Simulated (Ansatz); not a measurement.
**Ga2Te4Pb: input and output**

The input, for Ansatz 0.2.0 (plane waves, PAW):

```yaml
crystal:
  lattice:
    - [0.0, 6.200199, 0.0]
    - [6.200199, 0.0, 0.0]
    - [3.100099, 3.100099, -6.008891]
  atoms:
    - { symbol: Pb, position: [0.0, 0.0, 0.0] }
    - { symbol: Ga, position: [0.75, 0.25, 0.5] }
    - { symbol: Ga, position: [0.5, 0.5, 0.0] }
    - { symbol: Te, position: [0.395, 0.405, 0.73] }
    - { symbol: Te, position: [0.595, 0.125, 0.27] }
    - { symbol: Te, position: [0.875, 0.865, 0.73] }
    - { symbol: Te, position: [0.135, 0.605, 0.27] }
  symmetry: { tolerance: 0.0003 }
kpoints:
  mp_grid: { grid: [6, 6, 6], shift: [0, 0, 0] }
  band_path:
    path:
      - [0.0, 0.0, 0.0]
      - [0.5, -0.5, 0.0]
      - [0.5, -0.5, 0.25]
      - [0.0, -0.5, 0.0]
      - [0.0, 0.0, 0.0]
      - [0.0, 0.0, 0.5]
      - [0.0, -0.36691392, 0.31654304]
      - [0.0, -0.63308608, -0.31654304]
      - [0.0, 0.0, 0.0]
      - [0.5, -0.5, 0.0]
      - [0.36691392, -0.63308608, -0.13308608]
    npoints: 6
magnetization:
  spin_polarized: false
scf:
  occupations: { method: fermi_dirac }
  lower_state_search: "off"
  max_iter: 200
hamiltonian:
  pseudopotentials: { kind: paw }
  xc: r2scan
basis:
  ecutwfc: 500
  fft_grid_basis: typed
output:
  forces: true
  stress: true
  eigenvalues: true
  bader: true
  populations: true
  elf: true
  write_potential: true
  volumetric_format: npy
  dos:
    e_range: [-12, 8]
    de: 0.05
    projected: { site_lists: { Ga: [Ga], Pb: [Pb], Te: [Te] } }
checkpoint:
  read: saved_state
```

The run starts from an earlier solution of this cell. 

Parts of the output:

```
SCF iter   1: F=-47482.0961 eV  Δρ=7.55e-4  dr2=4.18e-4  dr2_τ=4.12e-5
SCF iter   2: F=-47482.0962 eV  Δρ=4.13e-4  dr2=1.62e-4  dr2_τ=1.19e-5
SCF iter   3: F=-47482.0963 eV  Δρ=6.55e-5  dr2=1.42e-5  dr2_τ=1.69e-7
SCF iter   4: F=-47482.0962 eV  Δρ=4.23e-5  dr2=4.00e-6  dr2_τ=8.06e-8
SCF iter   5: F=-47482.0962 eV  Δρ=1.49e-5  dr2=7.28e-7  dr2_τ=1.92e-8
SCF iter   6: F=-47482.0962 eV  Δρ=5.26e-6  dr2=1.31e-7  dr2_τ=1.01e-9
SCF iter   7: F=-47482.0962 eV  Δρ=1.90e-6  dr2=1.68e-8  dr2_τ=1.64e-10
Free energy (F): -47482.0962 eV
Harris-Foulkes:  -47482.0962 eV  (|F-HF|=2.89e-9)
Internal energy: -47482.0734 eV  (E = F + TS)
E sigma→0 (E₀):  -47482.0848 eV
Entropy (-TS):   -0.0229 eV (-3.268 meV/atom)
Fermi energy:    8.2572 eV
--- Per-component energies (eV) ---
  E_band       = -1414.3113
  E_kinetic    = 1245.6809
  E_local      = -11549.6958  (includes V_loc(G=0)·N_el)
  E_nonlocal   = -35.4349
  E_hartree    = 6176.6413
  E_xc         = -795.9426
  E_vxc        = -713.9306  (∫ρ·V_xc dr)
  E_paw        = -33186.8496  (= ΣΔE_a)
  E_vpaw       = -2758.7177  (= ΣTr[D̂ρ^β])
  E_aug_tail   = -0.0002  (compensation charges beyond the density's cutoff)
  E_vtau       = 44.5049  (kinetic-family band-sum trace: ∫τ·v_τ [+ j·A + Jᵃ·Aᵃ] dr)
  E_ewald      = -9337.2714
  E_core_change = 0.7988  (= ΣΔE_core)
  E_smearing   = -0.0229  (= −TS)
--- Stress (GPa, compression-positive) ---
        6.0970       0.0000       0.0000
        0.0000       6.0970       0.0000
        0.0000       0.0000       4.9308
  P = ⅓ Tr σ = 5.7083 GPa (57.083 kbar)
--- Löwdin populations: 7 sites ---
  site symbol       q [e]
     0     Pb     13.8245
     1     Ga     13.1213
     2     Ga     13.1480
     3     Te     15.9063
     4     Te     15.9063
     5     Te     15.9063
     6     Te     15.9063
  spilling = 0.0027 (of n_electrons = 104.0000)
--- Bader charges: 7 sites ---
  site symbol  charge [e]  shift [e]
     0     Pb      0.5982     0.0000
     1     Ga      0.6983     0.0006
     2     Ga      0.6776     0.0005
     3     Te     -0.4935     0.0003
     4     Te     -0.4935     0.0003
     5     Te     -0.4935     0.0003
     6     Te     -0.4935     0.0003
```

Origin: a known structure type with other elements, at an estimated volume, so it need not be a known compound. Caveats: atoms or cell far from equilibrium.
